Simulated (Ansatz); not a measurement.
Given:

Be₅Pt:
```cif
data_Be20Pt4
_chemical_formula_sum 'Be20 Pt4'
_space_group_name_H-M_alt 'F-43m'
_space_group_IT_number 216
_space_group_name_Hall 'F -4 2 3'
_cell_length_a 5.93977
_cell_length_b 5.93977
_cell_length_c 5.93977
_cell_angle_alpha 90.000
_cell_angle_beta 90.000
_cell_angle_gamma 90.000
loop_
_atom_site_label
_atom_site_type_symbol
_atom_site_symmetry_multiplicity
_atom_site_Wyckoff_symbol
_atom_site_fract_x
_atom_site_fract_y
_atom_site_fract_z
_atom_site_occupancy
Be1 Be 4 c 0.25000 0.25000 0.25000 1
Be2 Be 16 e 0.62455 0.62455 0.62455 1
Pt1 Pt 4 a 0.00000 0.00000 0.00000 1
```
(The calculation used a cell of 6 atoms; values per cell refer to that cell.)

This is the PBEsol-relaxed structure.

All from PBEsol (plane waves, PAW; program Ansatz), unless another level is named. Predict the electronic dielectric constant ε∞ (DFPT).

20.8.

Next, the Born charges (a third of the trace)?

Be +0.67 to +2.39, Pt -5.05 e.

What about the static dielectric constant ε0 (ions relaxed, cell fixed)?

31.9.

The workflow started from a Materials Project entry (that database holds measured and hypothetical structures alike); the Crystallography Open Database copy checked does not list it. With Be and Pt taken as one species the cell has the higher symmetry Fd-3m, so it may be an ordered model of a mixed-site phase. Its standing as an ambient phase is unchecked. The cell was relaxed with PBEsol under the symmetry of its start; its stability against distortions is not shown here. The run is not spin-polarised. Spin–orbit coupling is left out wherever it is not named.

Potentials: the later of the program's two PAW sets.
